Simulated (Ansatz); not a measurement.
# What a change of settings does to a run on SrSbPt

The cell is the one relaxed in the Materials Project (mp-8605); entries there can be hypothetical. The listed cell was then made from it by scaling, straining or moving an atom.

First run: DFT, LDA, PAW with Ansatz's default frozen-core files, scalar-relativistic (Ansatz 0.2.0).

Command: `ansatz run input.yaml --threads 1 --pin off --max-ram 3072MiB --backend cpu --events-out ev --progress --plain --runs-dir out` The run took 45 s on 1 thread of Arm Neoverse V2 (shared host), peak memory 0.49 GiB.

```yaml
crystal:
  lattice:
    - [4.4151647605, 0.0, 0.0]
    - [-2.2075823802, 3.8236448445, 0.0]
    - [0.0, 0.0, 4.5452604719]
  atoms:
    - { symbol: Sr, position: [0.0, 0.0, 0.0] }
    - { symbol: Sb, position: [0.6666666667, 0.3333333333, 0.5] }
    - { symbol: Pt, position: [0.3333333333, 0.6666666667, 0.5] }
kpoints:
  mp_grid: { grid: [9, 9, 7] }
scf:
  occupations: { method: fermi_dirac, width: 0.05 }
hamiltonian:
  xc: lda
  pseudopotentials: { kind: paw }
output:
  forces: true
  stress: true
  efg: { contact_densities: true }
  write_density: true
  write_potential: true
  elf: true
  volumetric_format: npy
relax:
  f_tol: 0.005
  max_steps: 80
  cell: {}
```

Result: converged; relaxed volume 25.290 Å³/atom; 30 SCF iterations in all.

Spin polarisation is left out, and whether a magnetic state lies lower isn't shown here.

No spin–orbit coupling, which matters for the heavy atoms here.

A second run of a changed input logged this at its end:

```
            electrostatic potential = -5510.249350 V   contact ρ = none
  atom   2  Sb V_zz =   +14.457771   η = 0.0000   by run symmetry: allowed
            electrostatic potential = -8352.476331 V   contact ρ = none
  atom   3  Pt V_zz =   +15.897625   η = 0.0000   by run symmetry: allowed
            electrostatic potential = -16056.287423 V   contact ρ = 12039449.680862 e/Å³
End of that report.
this run last wrote the structure of step 80 to <dir>
Error: variable-cell relaxation did not converge after 80 `relax_step` rows, as none of its last 24 fresh-basis SCF(s) at a relaxed cell met both thresholds with a finite energy. The last misses `relax.cell.stress_tol`: largest allowed force component 3.31e-16 eV/Å (`relax.f_tol` 5.00e-3 eV/Å), stress off the target on the free part of the cell 3.06e1 GPa (`relax.cell.stress_tol` 5.00e-2 GPa), F+E_penalty+E_count -21667.87950976 eV. The closest is row 54, whose structure comes with this error. Larger ratio of force or stress to its threshold at each such SCF whose figures are numbers: 507.374, 578.384, 721.205, 566.737, 527.790, 572.330, 658.635, 602.484, 612.582, 750.692, 569.883, 483.957, 513.207, 672.505, 549.289, 414.442, 426.260, 628.906, 1029.021, 1006.293, 827.862, 913.039, 938.606, 612.594. The dense FFT grid had 16×16×18 points at the cell where the steps before the first such SCF started and, at each such SCF in turn, 16×16×18, 16×16×16, 16×16×16, 16×16×16, 16×16×16, 16×16×16, 16×16×16, 18×18×15, 18×18×15, 18×18×15, 18×18×15, 18×18×15, 18×18×15, 18×18×15, 18×18×15, 18×18×15, 18×18×15, 18×18×15, 18×18×15, 18×18×15, 18×18×15, 18×18×15, 18×18×15, 18×18×15, so 2 of them had another grid than the one listed just before. After the last such SCF `relax.max_steps` ran out. If the threshold ratios fall while the rows' cell is stable, continue in a new run from this error's structure with a larger `relax.max_steps`. Ratios that fall only as the cell collapses won't converge, and for ratios that don't fall see `relax.cell`. Where this run's directory can be resumed (`checkpoint.write`), a resume goes on for up to `relax.max_steps` more
  cell:  # Å, volume = 69.1520 Å³
    - [4.534345696669103, -2.9646778230969135e-11, -9.68578917535444e-18]
    - [-2.2671728483088764, 3.926858562870915, 4.8428945876214326e-18]
    - [-9.971187275202402e-18, -1.2670396056801144e-30, 3.8836929681020003]
  atoms:
    - { symbol: Sr, position: [-2.9399148170791196e-32, -6.066914374827004e-32, -2.0763146905835976e-34] }
    - { symbol: Sb, position: [0.6666666666666665, 0.33333333333333326, 0.5] }
    - { symbol: Pt, position: [0.33333333333333326, 0.6666666666666666, 0.5] }
```

Problem. What was wrong with the input?

Solution. A cutoff far too low, by this change (others could give a like log):
```diff
@@ -12,4 +12,5 @@
 scf:
   occupations: { method: fermi_dirac, width: 0.05 }
+  max_iter: 50
 hamiltonian:
   xc: lda
@@ -19,11 +20,9 @@
   stress: true
   efg: { contact_densities: true }
-  write_density: true
-  write_potential: true
-  elf: true
-  volumetric_format: npy
 relax:
   f_tol: 0.005
   max_steps: 80
   cell: {}
+basis:
+  ecutwfc: "120 eV"
```
